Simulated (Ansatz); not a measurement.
Eigenvalues along a path: Cu (fcc type)

```xyz
1
Lattice="0.0000 1.8153 1.8153 1.8153 0.0000 1.8153 1.8153 1.8153 0.0000" Properties=species:S:1:pos:R:3 pbc="T T T"
Cu    0.0000    0.0000    0.0000
```

The cell comes from a relaxation on PAW files under the same functional.

All numbers are PBE results (scalar-relativistic) from Ansatz 0.2.0, with a Γ-centred 18×18×18 k mesh, Fermi–Dirac smearing of 0.05 eV, no spin polarisation. Methods: LAPW: all electrons, basis error target 1 meV/atom.

Path points, in fractions of the reciprocal vectors: Γ (0.000, 0.000, 0.000), X (0.500, 0.000, 0.500), U (0.625, 0.250, 0.625), K (0.375, 0.375, 0.750), L (0.500, 0.500, 0.500), W (0.500, 0.250, 0.750). The distance column jumps between branches of the path. Levels in eV from the Fermi level; bands 5 to 12, counted from the lowest band of the run. The gap is zero, the pressure -0.03 GPa.

```
# k(1/Å) point b5 b6 b7 b8 b9 b10 b11 b12
0.000 Γ -9.29 -2.94 -2.94 -2.94 -2.12 -2.12 22.51 25.03
0.247 - -9.04 -3.01 -2.88 -2.88 -2.19 -2.09 21.73 23.05
0.494 - -8.32 -3.21 -2.71 -2.71 -2.36 -2.02 20.43 20.43
0.742 - -7.20 -3.49 -2.55 -2.44 -2.44 -1.91 18.02 18.02
0.989 - -5.90 -3.80 -2.50 -2.11 -2.11 -1.79 15.96 15.96
1.236 - -5.02 -4.07 -1.77 -1.77 -1.68 -1.61 12.24 14.35
1.483 - -4.80 -4.26 -1.60 -1.51 -1.51 0.21 8.79 13.32
1.731 X -4.78 -4.32 -1.58 -1.41 -1.41 1.48 7.03 12.96
1.818 - -4.77 -4.31 -1.59 -1.47 -1.42 1.56 7.04 12.57
1.905 - -4.73 -4.29 -1.62 -1.61 -1.43 1.80 7.08 11.65
1.993 - -4.66 -4.25 -1.81 -1.67 -1.45 2.16 7.13 10.51
2.080 - -4.57 -4.19 -2.04 -1.73 -1.48 2.61 7.21 9.30
2.168 - -4.46 -4.13 -2.27 -1.81 -1.52 3.12 7.29 8.12
2.255 - -4.33 -4.05 -2.49 -1.90 -1.56 3.68 6.79 7.58
2.342 U -4.21 -3.98 -2.69 -1.99 -1.61 4.30 5.68 7.74
3.402 K -4.21 -3.98 -2.69 -1.99 -1.61 4.30 5.68 7.74
3.664 - -3.95 -3.72 -3.16 -2.24 -1.80 2.58 6.37 8.63
3.927 - -4.33 -3.41 -3.35 -2.41 -2.04 0.27 8.76 10.14
4.189 - -5.49 -3.45 -3.03 -2.46 -2.30 -1.05 11.46 12.32
4.451 - -6.96 -3.34 -2.81 -2.54 -2.40 -1.71 14.46 15.13
4.713 - -8.21 -3.16 -2.78 -2.75 -2.28 -2.03 17.72 18.47
4.976 - -9.01 -3.00 -2.89 -2.88 -2.17 -2.11 21.02 22.17
5.238 Γ -9.29 -2.94 -2.94 -2.94 -2.12 -2.12 22.51 25.03
5.452 - -9.11 -2.98 -2.90 -2.90 -2.13 -2.13 21.26 23.44
5.666 - -8.56 -3.07 -2.82 -2.82 -2.15 -2.15 17.74 23.02
5.880 - -7.70 -3.18 -2.78 -2.78 -2.10 -2.10 14.09 22.63
6.094 - -6.63 -3.16 -2.81 -2.81 -1.95 -1.95 10.65 22.08
6.308 - -5.64 -2.88 -2.88 -2.76 -1.76 -1.76 7.53 21.53
6.523 - -5.12 -2.95 -2.95 -1.75 -1.61 -1.61 4.95 21.14
6.737 L -5.00 -2.97 -2.97 -1.56 -1.56 -0.99 3.71 21.00
6.911 - -4.92 -3.02 -2.93 -2.00 -1.56 -0.42 3.74 19.80
7.086 - -4.71 -3.16 -2.80 -2.51 -1.58 0.49 3.84 17.49
7.261 - -4.40 -3.40 -2.88 -2.61 -1.60 1.53 4.05 15.18
7.436 - -4.06 -3.66 -3.13 -2.39 -1.61 2.70 4.39 13.01
7.611 - -3.87 -3.75 -3.30 -2.22 -1.56 3.97 4.94 11.01
7.786 - -4.00 -3.53 -3.41 -2.17 -1.47 5.30 5.66 9.26
7.960 W -4.05 -3.45 -3.45 -2.16 -1.41 6.15 6.15 8.26
8.084 - -4.10 -3.68 -3.17 -2.12 -1.41 5.18 7.17 7.98
8.208 - -4.22 -3.88 -2.86 -2.02 -1.41 4.28 7.67 8.25
8.331 - -4.38 -4.04 -2.52 -1.89 -1.41 3.45 7.42 9.36
8.455 - -4.54 -4.17 -2.16 -1.76 -1.41 2.71 7.24 10.49
8.578 - -4.67 -4.25 -1.81 -1.66 -1.41 2.09 7.12 11.60
8.702 - -4.76 -4.31 -1.60 -1.53 -1.41 1.64 7.06 12.54
8.826 X -4.78 -4.32 -1.58 -1.41 -1.41 1.48 7.03 12.96
```
